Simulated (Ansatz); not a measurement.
TiTe₂ (CdI2 type)

```xyz
3
Lattice="3.6973 0.0000 0.0000 -1.8487 3.2020 0.0000 0.0000 0.0000 6.3840" Properties=species:S:1:pos:R:3 pbc="T T T"
Ti     0.0000     0.0000     0.0000
Te     0.0000     2.1346     1.7307
Te     1.8487     1.0673     4.6533
```

In this cell atom 1 (Ti, nearest neighbour Te at 2.748 Å; its periodic images, 3.7 Å or more away, move with it) is moved by s along Cartesian [111], unit vector (0.577, 0.577, 0.577); all other atoms and the cell stay fixed.

These are PBE-D3(BJ) (plane waves to 420 eV, PAW, scalar-relativistic; Ansatz, a program for electronic structure) values and carry that method's errors. k mesh 12×12×6 (Γ-centred), Fermi-Dirac smearing 0.05 eV. The energy includes the smearing's −TS. With partly filled bands, energies and forces of such displacements shift with the k mesh and the smearing. Spin-orbit coupling is left out, though Te is heavy. TiTe2 is run without spin polarisation. TiTe2 was relaxed with its symmetry unable to fall. The zero of ΔE is the undisplaced structure.

**Question.** Give the computed ΔE (meV/cell) at s (Å) = -0.270, -0.162, -0.108, -0.054, 0.108.

**Answer.** 
| s (Å) | ΔE (meV/cell) |
|---|---|
| -0.270 | 275 |
| -0.162 | 97 |
| -0.108 | 43 |
| -0.054 | 11 |
| 0.108 | 43 |

(A displaced cell: forces are minus the slopes of the energy, force constants its curvatures, and phonons follow from these.)
